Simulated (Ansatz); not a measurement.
# Data sheet: SnO₂ (DFT)

SnO2:
```cif
data_O4Sn2
_chemical_formula_sum 'Sn2 O4'
_space_group_name_H-M_alt 'P 1'
_space_group_IT_number 1
_cell_length_a 5.83096
_cell_length_b 5.83096
_cell_length_c 5.83096
_cell_angle_alpha 140.006
_cell_angle_beta 140.006
_cell_angle_gamma 57.845
loop_
_space_group_symop_operation_xyz
  'x, y, z'
loop_
_atom_site_label
_atom_site_type_symbol
_atom_site_fract_x
_atom_site_fract_y
_atom_site_fract_z
_atom_site_occupancy
Sn1 Sn 0.50000 0.50000 0.00000 1
Sn2 Sn 0.25000 0.75000 0.50000 1
O1 O 0.29704 0.29704 0.00000 1
O2 O 0.04704 0.54704 0.50000 1
O3 O 0.45296 0.95296 0.50000 1
O4 O 0.70296 0.70296 0.00000 1
```

Space group I4_1/amd (No. 141), anatase; conventional cell a = 3.9881 Å, b = 3.9881 Å, c = 10.2074 Å, α = 90.00°, β = 90.00°, γ = 90.00°.

Method: the program Ansatz at the HSE06 level (PAW). The cell and atoms are relaxed at this level. Other levels are named where they apply.

**Cell and energy**

| Quantity | Value |
|---|---|
| Volume per atom | 13.53 Å³ |
| Density | 6.17 g/cm³ |

**Electronic structure**

| Item | Result |
|---|---|
| Band gap | 3.47 eV (indirect) |
| Valence-band maximum | at P |
| Conduction-band minimum | at Γ |
| Smallest direct gap on the standard path | 3.94 eV |

The cell is a constructed one: a structure type filled with these elements; the Crystallography Open Database copy checked does not list it. It is not the phase usual at ambient conditions (space group No. 136). Symmetry was held in the HSE06 relaxation; whether a distortion lowers the energy is not shown. The hybrid was solved on a coarse mesh, the path and, where they were found, the r²SCAN edge points; its band edges are the extreme levels among these. Spin–orbit coupling is left out wherever it is not named.

Potentials: the later of the program's two PAW sets.
